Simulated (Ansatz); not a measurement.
Consider the following.

TlCl (CsCl type, Pm-3m), a = 3.8997 Å, b = 3.8997 Å, c = 3.8997 Å, α = 90.00°, β = 90.00°, γ = 90.00°.

This is the PBE-relaxed structure.

### Question
All from plane-wave PAW PBE (Ansatz code), unless another level is named. Give the formation energy from the elements (no fitted shifts).

### Answer
-0.98 eV/atom.

### Question
Next, the band gap?

### Answer
2.20 eV (direct).

### Question
And the electron effective mass?

### Answer
0.18, 0.31, 0.31 mₑ (principal values).

### Question
Give the valence-band maximum.

### Answer
at X.

### Question
What about the weight of the conduction-edge state by species (Voronoi cells)?

### Answer
Tl 69 %, Cl 31 %.

The PBE relaxation kept the symmetry of its start. The references are the lowest solids computed at this level, not always the standard phases (solids in place of the gases). Spin–orbit coupling is left out wherever it is not named.

Potentials: the later of the program's two PAW sets.
